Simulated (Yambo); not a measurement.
Yambo run on a free-standing MoS2 monolayer (symmetry P-6m2, slab cell 16.1 Å high). The wavefunctions are LDA (Quantum ESPRESSO, PseudoDojo norm-conserving, 80 Ry, scalar-relativistic) ones on a 9×9×1 mesh (13 occupied bands); a = b = 3.1203 Å, c = 16.1000 Å, α = β = 90.00°, γ = 120.00°.

Yambo input:

```
rim_cut
gw0
dyson
el_el_corr
HF_and_locXC
ppa
em1d
rim_w
RandQpts= 1000000
RandGvec= 2 Ry
CUTGeo= "slab z"
EXXRLvcs= 80 Ry
VXCRLvcs= 320 Ry
Chimod= "HARTREE"
% BndsRnXp
 2 | 45 |
%
NGsBlkXp= 3 Ry
% LongDrXp
 1.0 | 1.0 | 0.0 |
%
RandGvecW= 1000 mRy
PPAPntXp= 27.2114 eV
% GbndRnge
 1 | 45 |
%
GTermKind= "BG"
DysSolver= "n"
ExtendOut
% QPkrange
 12 | 12 | 13 | 14 |
%
```

k points by index: 12 = K.

Table of the .qp output:

```
#    K-point    Band    Eo [eV]    E [eV]    E-Eo [eV]    Vxc [eV]    Vnlxc [eV]    Sc|Eo [eV]    Sc|E [eV]    dSc/dw|Eo [eV]    Re(Z)    Im(Z)
#
    12    13    0.000000    0.317722    0.317722    -16.36320    -16.87074    0.925231    0.825268    -8.564621    0.760596    -0.002561
    12    14    1.862515    3.029776    1.167261    -17.65154    -13.45421    -2.658389    -3.030067    -8.662846    0.758513    -0.002635
```
(The two width columns are left out.) Convergence of these settings isn't established.

Spin-orbit coupling is not included.

Geometry relaxed with LDA.
